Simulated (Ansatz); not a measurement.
A structure of KSnBr$_{3}$ relaxed with r2SCAN (plane waves to 500 eV, PAW, scalar-relativistic; Ansatz, an electronic-structure program); single points at other levels follow on the same geometry (Ansatz, PAW; HSE06 at 420 eV on a 3×2×3 k-mesh; no spin-orbit coupling). Space group Pnma (No. 62).

```cif
data_Br12K4Sn4
_chemical_formula_sum 'K4 Sn4 Br12'
_space_group_name_H-M_alt 'P 1'
_space_group_IT_number 1
_cell_length_a 8.25071
_cell_length_b 11.16071
_cell_length_c 7.64403
_cell_angle_alpha 90.000
_cell_angle_beta 90.000
_cell_angle_gamma 90.000
loop_
_space_group_symop_operation_xyz
  'x, y, z'
loop_
_atom_site_label
_atom_site_type_symbol
_atom_site_fract_x
_atom_site_fract_y
_atom_site_fract_z
_atom_site_occupancy
K1 K 0.41208 0.25000 0.96585 1
K2 K 0.91208 0.25000 0.53415 1
K3 K 0.58792 0.75000 0.03415 1
K4 K 0.08792 0.75000 0.46585 1
Sn1 Sn 0.00000 0.00000 0.00000 1
Sn2 Sn 0.50000 0.50000 0.50000 1
Sn3 Sn 0.00000 0.50000 0.00000 1
Sn4 Sn 0.50000 0.00000 0.50000 1
Br1 Br 0.03844 0.25000 0.12343 1
Br2 Br 0.53844 0.25000 0.37657 1
Br3 Br 0.96156 0.75000 0.87657 1
Br4 Br 0.46156 0.75000 0.62343 1
Br5 Br 0.30624 0.56054 0.18534 1
Br6 Br 0.80624 0.93946 0.31466 1
Br7 Br 0.69376 0.06054 0.81466 1
Br8 Br 0.19376 0.43946 0.68534 1
Br9 Br 0.69376 0.43946 0.81466 1
Br10 Br 0.19376 0.06054 0.68534 1
Br11 Br 0.30624 0.93946 0.18534 1
Br12 Br 0.80624 0.56054 0.31466 1
```

```
level     gap (eV)    kind  conduction minimum
------  ----------  ------  ------------------
r2SCAN        1.50  direct                   Γ
HSE06   (withheld)       –          (withheld)
```

Question: What belongs in the gaps?

Answer: 
- HSE06, gap (eV): 1.82
- HSE06, conduction minimum: Γ

For this cell size the semilocal gaps come from the SCF mesh and high-symmetry points. No spin polarisation in the result.

The run could not lose the symmetry of its start.

The first start was generated by placing the elements on the sites of a structure type. Materials Project lists a structure of KSnBr3 in the same space group, Pnma (No. 62); the sites were not compared with it, nor with measured phases.
